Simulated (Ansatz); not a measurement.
SiSnGeC:
```cif
data_C3Ge3Si3Sn3
_chemical_formula_sum 'C3 Si3 Ge3 Sn3'
_space_group_name_H-M_alt 'R3m :H'
_space_group_IT_number 160
_space_group_name_Hall 'R 3 -2"'
_cell_length_a 3.73537
_cell_length_b 3.73537
_cell_length_c 18.38118
_cell_angle_alpha 90.000
_cell_angle_beta 90.000
_cell_angle_gamma 120.000
loop_
_atom_site_label
_atom_site_type_symbol
_atom_site_symmetry_multiplicity
_atom_site_Wyckoff_symbol
_atom_site_fract_x
_atom_site_fract_y
_atom_site_fract_z
_atom_site_occupancy
C1 C 3 a 0.00000 0.00000 0.00876 1
Si1 Si 3 a 0.00000 0.00000 0.11151 1
Ge1 Ge 3 a 0.00000 0.00000 0.49337 1
Sn1 Sn 3 a 0.00000 0.00000 0.63635 1
```
(The calculation used a cell of 4 atoms; values per cell refer to that cell.)

Relaxed at zero pressure with plane-wave PAW r²SCAN (Ansatz code).

Problem. The volume is raised by 6 % and shape and atoms relax at that volume. What pressure results, and how do the axes share the change?

Solution. -5.0 GPa; a 2.0 %, b 2.0 %, c 1.9 %; the energy rises by 18 meV/atom.

Problem. Give the new structure.

Solution. 
Space group R3m, hexagonal axes (No. 160); a = 3.8104 Å, b = 3.8104 Å, c = 18.7247 Å, α = 90.00°, β = 90.00°, γ = 120.00°

```csv
atom,site,symmetry,x,y,z
C,3a,3m,0.0000,0.0000,0.0094
Si,3a,3m,0.0000,0.0000,0.1113
Ge,3a,3m,0.0000,0.0000,0.4927
Sn,3a,3m,0.0000,0.0000,0.6366
```

The phase is kept; no other phase was compared at this pressure.

The start of the workflow was typed in or built on a structure type; neither database checked (COD, Materials Project) lists it. Whether it is the stable phase at ambient conditions was not checked. The cell was relaxed with r²SCAN under the symmetry of its start; its stability against distortions is not shown here. The volume moved by 22 % from the start of the relaxation. Its formation energy is positive at this level, so the cell may be metastable or incomplete. Scalar-relativistic: spin–orbit coupling is off unless named, which matters more the heavier the elements.

Potentials: the earlier of the program's two PAW sets.
